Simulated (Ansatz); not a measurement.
Na6MgCl8 in space group Fm-3m (No. 225; Na on 24d, Mg on 4a, Cl on 8c, Cl on 24e), DFT-r²SCAN in the program Ansatz with PAW potentials, all energies at zero smearing, with the estimated change up to a 700 eV cutoff added, with one set of potentials and settings (totals compare only within such a set). Cell of 15 atoms (6 Na, 1 Mg, 8 Cl): -19557.984 eV.

```tsv
element	reference phase	E (eV/atom)
Na	C2/m, 3 atoms in the cell	-1488.6146
Mg	P6_3/mmc, 2 atoms in the cell	-1926.4086
Cl	Cmce, 4 atoms in the cell	-1083.6259
```

Formation energy per atom, worked out: (-19557.984 − 6×(-1488.6146) − 1×(-1926.4086) − 8×(-1083.6259))/15 = -2.059 eV/atom (-199 kJ per mol of atoms), at 0 K, without zero-point energy or fitted corrections.

The workflow started from a Materials Project entry (that database holds measured and hypothetical structures alike); the Crystallography Open Database copy checked does not list it. Its standing as an ambient phase is unchecked. The r²SCAN relaxation kept the symmetry of its start; whether a distortion lowers the energy is not shown. The references are the lowest solids computed at this level, not always the standard phases (solids in place of the gases).

Potentials: the later of the program's two PAW sets.
